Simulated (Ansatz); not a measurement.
Zn$_{3}$GaNO$_{3}$:
```yaml
crystal:
  lattice:
    - [3.25982, 0.00000, 0.00000]
    - [-1.62991, 2.82309, 0.00000]
    - [0.00000, 0.00000, 10.34594]
  atoms:
    - { symbol: Ga, position: [0.33333, 0.66667, 0.01242] }
    - { symbol: N, position: [0.33333, 0.66667, 0.18792] }
    - { symbol: Zn, position: [0.66667, 0.33333, 0.24575] }
    - { symbol: O, position: [0.66667, 0.33333, 0.44605] }
    - { symbol: Zn, position: [0.33333, 0.66667, 0.49115] }
    - { symbol: O, position: [0.33333, 0.66667, 0.69202] }
    - { symbol: Zn, position: [0.66667, 0.33333, 0.73561] }
    - { symbol: O, position: [0.66667, 0.33333, 0.93878] }
```

Relaxed with r²SCAN. Special points in fractions of this cell's reciprocal vectors: Γ (0.000, 0.000, 0.000); M (0.500, 0.000, 0.000); K (0.333, 0.333, 0.000); A (0.000, 0.000, 0.500); L (0.500, 0.000, 0.500); H (0.333, 0.333, 0.500).

Question: List the band energies nearest the Fermi level at these points for the program Ansatz at the r²SCAN with spin–orbit coupling level (PAW).

Answer: In eV from the Fermi level; about four levels below and three above (degenerate sets whole), none deeper than 8.9 eV; points with the same levels are listed once.

```tsv
k	below	above
Γ	-1.84 -1.84 -1.11 -1.11	0.09 0.09 0.11 0.11
M	-2.66 -2.66 -1.33 -1.33	2.36 2.36 3.87 3.87
K	-2.77 -2.77 -2.74 -2.71	4.23 4.25 4.27
A	-1.84 -1.84 -0.29 -0.29	0.09 0.09 0.11 0.11
L	-2.59 -2.59 -1.33 -1.33	2.31 2.31 3.75 3.75
H	-2.93 -2.93 -2.86 -2.82	4.22 4.22 4.26
```

Space group P3m1. The start of the workflow was typed in or built on a structure type; neither database checked (COD, Materials Project) lists it. Whether it is the stable phase at ambient conditions was not checked. Symmetry was held in the r²SCAN relaxation; whether a distortion lowers the energy is not shown.

Potentials: the earlier of the program's two PAW sets.
